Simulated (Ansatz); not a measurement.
Relaxed-ion elastic tensor of Ti (hcp (Mg type), P6_3/mmc) in GPa (Voigt order), PBE+D3(BJ) (plane waves, PAW; program Ansatz); density 4.82 g/cm³, 16.50 Å³ per atom.

```
 173   105  82.2   0.0   0.0   0.0
 105   173  82.2   0.0   0.0   0.0
82.2  82.2   205   0.0   0.0   0.0
 0.0   0.0   0.0  40.6   0.0   0.0
 0.0   0.0   0.0   0.0  40.6   0.0
 0.0   0.0   0.0   0.0   0.0  33.9
```

**Question.** Is the crystal mechanically stable?

**Answer.** Yes: the smallest eigenvalue of C is 33.9 GPa.

**Question.** Work out the Voigt, Reuss and Hill averages.

**Answer.** K_V = 121, K_R = 121, K_H = 121; G_V = 41.7, G_R = 40.0, G_H = 40.9 GPa.

**Question.** Give Young's modulus, Poisson's ratio, Pugh's ratio and the universal anisotropy index.

**Answer.** E = 9KG/(3K + G) = 110 GPa; ν = 0.35; K/G = 2.96 (ductile by the Pugh limit of 1.75); A_U = 5G_V/G_R + K_V/K_R − 6 = 0.22.

**Question.** Estimate the sound speeds and the Debye temperature.

**Answer.** v_l = √((K + 4G/3)/ρ) = 6030 m/s, v_t = √(G/ρ) = 2910 m/s, mean 3270 m/s; Θ = (h/k)(3n/4πV)^(1/3) v_m = 383 K.

**Question.** Solve the Christoffel equation for the three sound speeds along x, y, z.

**Answer.** Eigenvalues of C_ijkl n_j n_l equal ρv². In km/s, slowest first: x 2.65, 2.90, 5.98; y 2.65, 2.90, 5.98; z 2.90, 2.90, 6.52.

**Question.** How much does each axis shrink under pressure?

**Answer.** Linear compressibilities β_i = Σ_j S_ij (j = 1 to 3): x 2.8, y 2.8, z 2.6 per TPa.

The cell was relaxed with PBE+D3(BJ) under the symmetry of its start. No spin polarisation was allowed. The pairwise dispersion correction was not fitted to metals. As this level gives no gap, shear constants depend on the k-mesh and smearing (Fermi–Dirac, 0.1 eV here). On the denser mesh and wider smearing of the elastic run this cell carries a stress of 0.3 GPa.

Potentials: the later of the program's two PAW sets.
